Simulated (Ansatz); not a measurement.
Relax this structure to zero stress and force, keeping its symmetry:

```cif
data_structure
_symmetry_space_group_name_H-M 'P 1'
_symmetry_Int_Tables_number 1
_cell_length_a 3.2790
_cell_length_b 3.2790
_cell_length_c 12.7886
_cell_angle_alpha 90.000
_cell_angle_beta 90.000
_cell_angle_gamma 120.000
_cell_volume 119.08
loop_
_atom_site_label
_atom_site_type_symbol
_atom_site_fract_x
_atom_site_fract_y
_atom_site_fract_z
_atom_site_occupancy
W1 W 0.33333 0.66667 0.25000 1
W2 W 0.66667 0.33333 0.75000 1
Se1 Se 0.33333 0.66667 0.61829 1
Se2 Se 0.66667 0.33333 0.11829 1
Se3 Se 0.33333 0.66667 0.88171 1
Se4 Se 0.66667 0.33333 0.38171 1
```

The calculation used DFT PBE, scalar-relativistic, plane waves, PAW (Ansatz 0.2.0).

Plane waves to 420 eV, a k mesh through Γ of 12×12×2 on the computed 6-atom cell and Gaussian smearing (0.02 eV); no spin polarisation.

Q: What does it relax to?

A: The volume increases by 4.45 Å³/atom to 24.30 Å³/atom, and the energy falls by 28.7 meV/atom. Final structure:
```xyz
6
Lattice="3.3211 0.0000 0.0000 -1.6606 2.8762 0.0000 0.0000 0.0000 15.2616" Properties=species:S:1:pos:R:3 pbc="T T T"
W     0.0000    1.9175    3.8154
W     1.6606    0.9587   11.4462
Se    0.0000    1.9175    9.7680
Se    1.6606    0.9587    2.1372
Se    0.0000    1.9175   13.1244
Se    1.6606    0.9587    5.4936
```

Course of the relaxation (steps run on the plane waves of an earlier cell, and the basis is chosen afresh near the end, so energy and pressure can step there; trial steps that raised the energy were taken back; energies are free energies):

| step | E − E_final (meV/atom) | largest force component (eV/Å) | P (GPa) | V (Å³/atom) |
| --- | --- | --- | --- | --- |
| 1 | 28.7 | 0.007 | 3.96 | 19.85 |
| 2 | 20.4 | 0.276 | -1.16 | 22.31 |
| 3 | 4.2 | 0.046 | 0.29 | 21.93 |
| 4 | 2.7 | 0.017 | 0.41 | 22.20 |
| 5 | 1.7 | 0.018 | 0.30 | 22.71 |
| 6 | 1.7 | 0.082 | -0.41 | 23.04 |
| 7 | 1.6 | 0.001 | 0.00 | 23.07 |
| 8 | 1.6 | 0.000 | 0.00 | 23.10 |
| 9 | 0.5 | 0.001 | 0.06 | 23.10 |
| 10 | 0.3 | 0.006 | 0.08 | 23.44 |
| 11 | 0.2 | 0.023 | 0.07 | 23.93 |
| 12 | 0.2 | 0.002 | 0.01 | 24.02 |
| 13 | 0.2 | 0.003 | 0.02 | 24.22 |
| 14 | 0.2 | 0.002 | -0.02 | 24.30 |
| 15 | 0.0 | 0.002 | -0.02 | 24.30 |

Spin–orbit coupling is left out, which can shift energies with elements as heavy as these. The cell holds layers, and where no dispersion correction was added their binding is poorly described.